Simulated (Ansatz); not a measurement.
An Ansatz (a program for electronic structure) run. Input:

Ansatz 0.2 input:
```yaml
crystal:
  lattice:
    - [4.5704877034, 1.2553891441, 0.0]
    - [-4.5704877034, 1.2553891441, 0.0]
    - [-0.5012902153, 0.0, 4.0979738338]
  atoms:
    - { symbol: C, position: [0.4427759485, 0.5572240515, 0.1205945627] }
    - { symbol: C, position: [0.2286031593, 0.7713968407, 0.5852816001] }
    - { symbol: C, position: [0.2857697984, 0.7142302016, 0.9407158377] }
    - { symbol: C, position: [0.0581937467, 0.9418062533, 0.6534987105] }
    - { symbol: C, position: [0.5572240515, 0.4427759485, 0.8794054373] }
    - { symbol: C, position: [0.7713968407, 0.2286031593, 0.4147183999] }
    - { symbol: C, position: [0.7142302016, 0.2857697984, 0.0592841623] }
    - { symbol: C, position: [0.9418062533, 0.0581937467, 0.3465012895] }
kpoints:
  mp_grid: { grid: [11, 11, 7] }
hamiltonian:
  xc: pbesol
  pseudopotentials: { kind: paw }
scf:
  occupations: { method: fixed }
elastic: { mode: relaxed_ion, stencil: two_point, amplitude: 0.005, f_tol: 0.0005 }
```

Output (shortened):

```
Pseudopotential: C, paw, valence charge 4
Functional definition: PBEsol
Crystal: 8 atoms, lattice volume = 47.026 Å³
Basis set: ecut = 420 eV, 903 PW (Γ), exchange–correlation on 64×64×60 points (8 copies of the dense FFT grid, shifted against one another)
Bands: 24, of which v1, the nominal top of the filled ones, is band 16 counted from 1 (15 counted from 0)
Symmetry: 4 space group operations
Space group: C2/m (ITA 12), of the structure as read, at distance tolerance 3.6e-5 Å
k-points: 234 of 847
SCF 1 converged in 11 iterations: F = -1971.991739 eV  dr2 = 6.07e-14
relax step   1: F+E_penalty+E_count = -1971.99173947 eV  Δ(F+E_penalty+E_count) = +0.000e0 eV  max|allowed force component| = 7.830e-4 eV/Å  Δτ_max = 0.0000 Å  (11 SCF iters, accepted)
Crystal: 8 atoms, lattice volume = 47.026 Å³
SCF 2 converged in 7 iterations: F = -1971.991739 eV  dr2 = 5.07e-14
relax step   2: F+E_penalty+E_count = -1971.99173949 eV  Δ(F+E_penalty+E_count) = -2.177e-8 eV  max|allowed force component| = 3.429e-4 eV/Å  Δτ_max = 0.0000 Å  (7 SCF iters, accepted)
Crystal: 8 atoms, lattice volume = 47.026 Å³
SCF 3 converged in 9 iterations: F = -1971.991739 eV  dr2 = 1.56e-14
Crystal: 8 atoms, lattice volume = 46.791 Å³
Basis set: ecut = 420 eV, 899 PW (Γ), exchange–correlation on 64×64×60 points (8 copies of the dense FFT grid, shifted against one another)
SCF 4 converged in 11 iterations: F = -1971.988020 eV  dr2 = 2.74e-15
relax step   1: F+E_penalty+E_count = -1971.98802022 eV  Δ(F+E_penalty+E_count) = +0.000e0 eV  max|allowed force component| = 6.773e-2 eV/Å  Δτ_max = 0.0000 Å  (11 SCF iters, accepted)
Crystal: 8 atoms, lattice volume = 46.791 Å³
SCF 5 converged in 10 iterations: F = -1971.988326 eV  dr2 = 1.96e-15
relax step   2: F+E_penalty+E_count = -1971.98832616 eV  Δ(F+E_penalty+E_count) = -3.059e-4 eV  max|allowed force component| = 1.861e-2 eV/Å  Δτ_max = 0.0023 Å  (10 SCF iters, accepted)
Crystal: 8 atoms, lattice volume = 46.791 Å³
SCF 6 converged in 8 iterations: F = -1971.988339 eV  dr2 = 4.45e-14
relax step   3: F+E_penalty+E_count = -1971.98833935 eV  Δ(F+E_penalty+E_count) = -1.319e-5 eV  max|allowed force component| = 6.485e-3 eV/Å  Δτ_max = 0.0002 Å  (8 SCF iters, accepted)
Crystal: 8 atoms, lattice volume = 46.791 Å³
SCF 7 converged in 8 iterations: F = -1971.988341 eV  dr2 = 2.44e-14
relax step   4: F+E_penalty+E_count = -1971.98834092 eV  Δ(F+E_penalty+E_count) = -1.569e-6 eV  max|allowed force component| = 1.637e-3 eV/Å  Δτ_max = 0.0002 Å  (8 SCF iters, accepted)
Crystal: 8 atoms, lattice volume = 46.791 Å³
SCF 8 converged in 7 iterations: F = -1971.988341 eV  dr2 = 1.49e-14
relax step   5: F+E_penalty+E_count = -1971.98834106 eV  Δ(F+E_penalty+E_count) = -1.377e-7 eV  max|allowed force component| = 7.421e-5 eV/Å  Δτ_max = 0.0000 Å  (7 SCF iters, accepted)
Crystal: 8 atoms, lattice volume = 46.791 Å³
SCF 9 converged in 8 iterations: F = -1971.988341 eV  dr2 = 5.23e-14
Crystal: 8 atoms, lattice volume = 47.261 Å³
Basis set: ecut = 420 eV, 909 PW (Γ), exchange–correlation on 64×64×60 points (8 copies of the dense FFT grid, shifted against one another)
SCF 10 converged in 11 iterations: F = -1971.988074 eV  dr2 = 3.26e-15
relax step   1: F+E_penalty+E_count = -1971.98807447 eV  Δ(F+E_penalty+E_count) = +0.000e0 eV  max|allowed force component| = 6.569e-2 eV/Å  Δτ_max = 0.0000 Å  (11 SCF iters, accepted)
Crystal: 8 atoms, lattice volume = 47.261 Å³
SCF 11 converged in 10 iterations: F = -1971.988372 eV  dr2 = 2.00e-15
[...]
SCF 53 converged in 8 iterations: F = -1971.990301 eV  dr2 = 2.25e-15
relax step   3: F+E_penalty+E_count = -1971.99030149 eV  Δ(F+E_penalty+E_count) = -5.221e-6 eV  max|allowed force component| = 1.396e-3 eV/Å  Δτ_max = 0.0003 Å  (8 SCF iters, accepted)
Crystal: 8 atoms, lattice volume = 47.026 Å³
SCF 54 converged in 7 iterations: F = -1971.990302 eV  dr2 = 1.94e-15
relax step   4: F+E_penalty+E_count = -1971.99030156 eV  Δ(F+E_penalty+E_count) = -6.579e-8 eV  max|allowed force component| = 4.199e-4 eV/Å  Δτ_max = 0.0000 Å  (7 SCF iters, accepted)
Crystal: 8 atoms, lattice volume = 47.026 Å³
SCF 55 converged in 8 iterations: F = -1971.990302 eV  dr2 = 8.64e-14
Crystal: 8 atoms, lattice volume = 47.026 Å³
SCF 56 converged in 9 iterations: F = -1971.990211 eV  dr2 = 3.73e-14
relax step   1: F+E_penalty+E_count = -1971.99021065 eV  Δ(F+E_penalty+E_count) = +0.000e0 eV  max|allowed force component| = 5.605e-2 eV/Å  Δτ_max = 0.0000 Å  (9 SCF iters, accepted)
Crystal: 8 atoms, lattice volume = 47.026 Å³
SCF 57 converged in 8 iterations: F = -1971.990301 eV  dr2 = 3.28e-14
relax step   2: F+E_penalty+E_count = -1971.99030146 eV  Δ(F+E_penalty+E_count) = -9.081e-5 eV  max|allowed force component| = 1.412e-3 eV/Å  Δτ_max = 0.0011 Å  (8 SCF iters, accepted)
Crystal: 8 atoms, lattice volume = 47.026 Å³
SCF 58 converged in 7 iterations: F = -1971.990302 eV  dr2 = 2.87e-14
relax step   3: F+E_penalty+E_count = -1971.99030156 eV  Δ(F+E_penalty+E_count) = -1.025e-7 eV  max|allowed force component| = 4.303e-4 eV/Å  Δτ_max = 0.0000 Å  (7 SCF iters, accepted)
Crystal: 8 atoms, lattice volume = 47.026 Å³
SCF 59 converged in 8 iterations: F = -1971.990302 eV  dr2 = 4.17e-14
SCF converged after 9 iterations
Stability not checked: this state was not tested for a lower state beside it, because too few of the mixer's solves of this state at the end of the SCF gave a …
Free energy (F): -1971.991739 eV
Harris-Foulkes:  -1971.991739 eV  (|F-HF|=0.00e0)
Internal energy: -1971.991739 eV  (E = F + TS)
E sigma→0 (E₀):  -1971.991739 eV
Fermi energy:    12.439341 eV
--- Per-component energies (eV) ---
  E_band       = 117.783329
  E_kinetic    = 735.811938
  E_local      = -585.096068  (includes V_loc(G=0)·N_el)
  E_nonlocal   = 214.370720
  E_hartree    = 144.217813
  E_xc         = -386.853422
  E_vxc        = -481.664045  (∫ρ·V_xc dr)
  E_paw        = -762.535958  (= ΣΔE_a)
  E_vpaw       = -54.074917  (= ΣTr[D̂ρ^β])
  E_aug_tail   = 0.000074  (compensation charges beyond the density's cutoff)
  E_ewald      = -1332.075641
  E_core_change = 0.168804  (= ΣΔE_core)
  E_smearing   =  0.000000  (= −TS)
  E_closure    = 0.000000  (closes the sum)
  Σ components = -1971.991739   (vs F -1971.991739, Δ=0.00e0)
--- Forces (eV/Å), atoms counted from 1 ---
  atom   1  C     -0.00008869     0.00000000     0.00034299
  atom   2  C     -0.00008922     0.00000000    -0.00008766
  atom   3  C     -0.00011719     0.00000000    -0.00006422
  atom   4  C     -0.00001186     0.00000000    -0.00008147
  atom   5  C      0.00008869     0.00000000    -0.00034299
  atom   6  C      0.00008922     0.00000000     0.00008766
  atom   7  C      0.00011719     0.00000000     0.00006422
  atom   8  C      0.00001186     0.00000000     0.00008147
  max |Σ_I F_I| component: 0.0 eV/Å
--- Stress (GPa, compression-positive) ---
       -0.000092       0.000000       0.002142
        0.000000      -0.004130       0.000000
        0.002143       0.000000       0.004929
  P = ⅓ Tr σ = 0.0002 GPa (0.002 kbar)
--- Band table (eV; the first three rows and the last of 234) ---
  k-point 0: bands = ["-8.9475", "-4.0091", "-3.6935", "-2.1361", "0.3187", "1.8840", "3.0490", "4.6157", "6.3122", "6.7967", "8.2645", "10.2001", "10.9685", "11.7691", "12.2255", "12.4393", "16.7278", "17.4008", "18.0644", "19.3699", "20.0312", "20.6486", "21.2486", "21.6307"]
  k-point 1: bands = ["-8.8169", "-4.5899", "-3.5916", "-1.9986", "0.5186", "1.6048", "3.6395", "4.1071", "6.9141", "7.2970", "8.3441", "9.9525", "10.6945", "11.4721", "11.9660", "12.0163", "16.8170", "17.6198", "18.5011", "19.3208", "19.8402", "20.5210", "21.0556", "22.0359"]
  k-point 2: bands = ["-8.4341", "-5.6703", "-3.3075", "-1.8254", "-0.0410", "2.1834", "3.1239", "5.6952", "7.2503", "8.5072", "8.6011", "8.9756", "10.1291", "10.6623", "11.3399", "11.3617", "17.0079", "18.1404", "19.1560", "19.3357", "19.5919", "20.1608", "21.2192", "23.0341"]
  k-point 233: bands = ["-8.0993", "-6.6306", "-2.8885", "-1.5606", "0.1424", "2.3343", "3.7699", "6.3855", "6.5914", "7.2739", "8.4539", "9.3953", "9.7589", "10.2218", "11.1925", "11.5593", "16.6575", "18.1535", "19.3053", "19.5655", "19.7879", "20.0572", "21.1350", "21.1939"]
--- Elastic constants: 6 strain directions × 2 members + reference (group order 4) ---
  dense FFT box of the reference and of every strained cell: 32×32×30
  strains applied: 11, 22, 33, 23, 13, 12; error gains …
  reference relaxed by the batch: 2 steps …
  largest displacement 9.9e-6 Å; the constants are those of the deck's cell at these positions:
  atoms:
    - { symbol: C, position: [0.44277589847559173, 0.5572241015244083, 0.12059648793999847] }
    - { symbol: C, position: [0.22860235253140465, 0.7713976474685953, 0.5852797614847484] }
    - { symbol: C, position: [0.2857695081188997, 0.7142304918811002, 0.9407143696339582] }
    - { symbol: C, position: [0.0581935768377268, 0.9418064231622731, 0.6534974664250501] }
    - { symbol: C, position: [0.5572241015244082, 0.44277589847559173, 0.8794035120600014] }
    - { symbol: C, position: [0.7713976474685952, 0.2286023525314047, 0.41472023851525136] }
    - { symbol: C, position: [0.7142304918811001, 0.2857695081188997, 0.05928563036604173] }
    - { symbol: C, position: [0.9418064231622731, 0.05819357683772676, 0.34650253357494976] }
  C = ∂σ_k/∂η_j (tension-positive GPa; Voigt order 11 22 33 23 13 12):
       922.984     61.027    177.707      0.000     44.573      0.000
        61.256   1114.638     87.188      0.000    -34.157      0.000
       177.806     87.161   1079.984      0.000     31.678      0.000
         0.000      0.000      0.000    527.364      0.000    -26.202
        44.592    -34.140     31.764      0.000    467.135      0.000
         0.000      0.000      0.000    -26.220      0.000    394.063
  reference stress σ⁰ (GPa):      0.000      0.004     -0.005      0.000     -0.002      0.000
  moduli (Voigt/Reuss/Hill, GPa): K = 418.86/416.11/417.49   G = 463.81/454.66/459.24   E = 1008.08   ν = 0.098
  mechanically stable: yes (min eigenvalue of sym C = 389.09 GPa)
  strain η (Voigt 11):  stress-route row diagonal C_11 = 922.98 GPa, energy-path curvature d²(F+E_count+ΔE)/dδ²/Ω₀ = 923.15 GPa
         δ    σ_11 (GPa)             F (eV)   n_scf  n_hpsi   n_pw
    -5.000e-3      -4.6708       -1971.9883411       8   81918    931   relax 5 steps, max|allowed force component| 7.42e-5 eV/Å
     5.000e-3       4.5590       -1971.9883747       6   74709    940   relax 4 steps, max|allowed force component| 2.51e-4 eV/Å
  strain η (Voigt 22):  stress-route row diagonal C_22 = 1114.64 GPa, energy-path curvature d²(F+E_count+ΔE)/dδ²/Ω₀ = 1113.66 GPa
         δ    σ_22 (GPa)             F (eV)   n_scf  n_hpsi   n_pw
    -5.000e-3      -5.6616       -1971.9876357       7   77057    933   relax 4 steps, max|allowed force component| 2.36e-4 eV/Å
     5.000e-3       5.4848       -1971.9877094       6   75880    939   relax 3 steps, max|allowed force component| 3.49e-5 eV/Å
  strain η (Voigt 33):  stress-route row diagonal C_33 = 1079.98 GPa, energy-path curvature d²(F+E_count+ΔE)/dδ²/Ω₀ = 1079.70 GPa
         δ    σ_33 (GPa)             F (eV)   n_scf  n_hpsi   n_pw
    -5.000e-3      -5.4617       -1971.9877611       7   77144    930   relax 4 steps, max|allowed force component| 2.39e-4 eV/Å
     5.000e-3       5.3381       -1971.9878098       8   91168    938   relax 4 steps, max|allowed force component| 6.87e-5 eV/Å
  strain η (Voigt 23):  stress-route row diagonal C_44 = 527.36 GPa, energy-path curvature d²(F+E_count+ΔE)/dδ²/Ω₀ = 527.17 GPa
         δ    σ_23 (GPa)             F (eV)   n_scf  n_hpsi   n_pw
    -5.000e-3      -2.6368       -1971.9898504       8  152479    935   relax 3 steps, max|allowed force component| 2.18e-4 eV/Å
     5.000e-3       2.6368       -1971.9898504       7  139680    935   relax 3 steps, max|allowed force component| 7.11e-5 eV/Å
  strain η (Voigt 13):  stress-route row diagonal C_55 = 467.13 GPa, energy-path curvature d²(F+E_count+ΔE)/dδ²/Ω₀ = 467.18 GPa
         δ    σ_13 (GPa)             F (eV)   n_scf  n_hpsi   n_pw
    -5.000e-3      -2.3410       -1971.9900318       8   92814    935   relax 4 steps, max|allowed force component| 3.31e-4 eV/Å
     5.000e-3       2.3304       -1971.9900448       8   83968    933   relax 3 steps, max|allowed force component| 2.27e-4 eV/Å
  strain η (Voigt 12):  stress-route row diagonal C_66 = 394.06 GPa, energy-path curvature d²(F+E_count+ΔE)/dδ²/Ω₀ = 394.08 GPa
         δ    σ_12 (GPa)             F (eV)   n_scf  n_hpsi   n_pw
    -5.000e-3      -1.9703       -1971.9903016       8  152175    933   relax 4 steps, max|allowed force component| 4.20e-4 eV/Å
     5.000e-3       1.9703       -1971.9903016       8  148893    933   relax 3 steps, max|allowed force component| 4.30e-4 eV/Å
```

Cost: very roughly 18 core-minutes on shared cores.

The start of the workflow was typed in or built on a structure type; the Crystallography Open Database copy checked does not list it. It is not the phase usual at ambient conditions (space group No. 194, 227). The cell was relaxed with PBEsol under the symmetry of its start; whether a distortion lowers the energy is not shown.

Potentials: the later of the program's two PAW sets.

Ansatz is a plane-wave DFT program.
